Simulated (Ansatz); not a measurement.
V3MoS8 (P3m1) at 2 levels of theory

One geometry, relaxed with PBE; plane waves with PAW potentials in Ansatz, scalar-relativistic. Collinear spin, ending at -0.9 μB a primitive cell. Gaps are the least over mesh and band path; pressure is positive in compression.

Space group P3m1 (No. 156). a = 3.182 Å, b = 3.182 Å, c = 28.022 Å, α = 90.00°, β = 90.00°, γ = 120.00°
```json
{"atom": "V", "site": "1a", "symmetry": "3m.", "x": "0.0000", "y": "0.0000", "z": "0.9986"}
{"atom": "V", "site": "1a", "symmetry": "3m.", "x": "0.0000", "y": "0.0000", "z": "0.7556"}
{"atom": "V", "site": "1a", "symmetry": "3m.", "x": "0.0000", "y": "0.0000", "z": "0.2460"}
{"atom": "Mo", "site": "1a", "symmetry": "3m.", "x": "0.0000", "y": "0.0000", "z": "0.4998"}
{"atom": "S", "site": "1b", "symmetry": "3m.", "x": "0.3333", "y": "0.6667", "z": "0.0517"}
{"atom": "S", "site": "1b", "symmetry": "3m.", "x": "0.3333", "y": "0.6667", "z": "0.5556"}
{"atom": "S", "site": "1c", "symmetry": "3m.", "x": "0.6667", "y": "0.3333", "z": "0.1929"}
{"atom": "S", "site": "1c", "symmetry": "3m.", "x": "0.6667", "y": "0.3333", "z": "0.7025"}
{"atom": "S", "site": "1c", "symmetry": "3m.", "x": "0.6667", "y": "0.3333", "z": "0.2991"}
{"atom": "S", "site": "1c", "symmetry": "3m.", "x": "0.6667", "y": "0.3333", "z": "0.8087"}
{"atom": "S", "site": "1b", "symmetry": "3m.", "x": "0.3333", "y": "0.6667", "z": "0.9455"}
{"atom": "S", "site": "1b", "symmetry": "3m.", "x": "0.3333", "y": "0.6667", "z": "0.4441"}
```

```tsv
level	cutoff (eV)	k mesh	gap (eV)	pressure (GPa)	largest moment (μB)
PBE	420	12×12×2	0	0.0	0.78
```

Question: What comes out on the same cell with r2SCAN?

Answer:
```json
{"level": "r2SCAN", "cutoff (eV)": "500", "k mesh": "12×12×2", "gap (eV)": "0.27", "pressure (GPa)": "-0.6", "largest moment (μB)": "0.94"}
```

The state reached may not be the lowest one. The cell holds layers, chains or molecules and no dispersion correction was added, so their binding is poorly described.

The structure comes from a generated guess; another structure or a mixture of phases may lie lower.
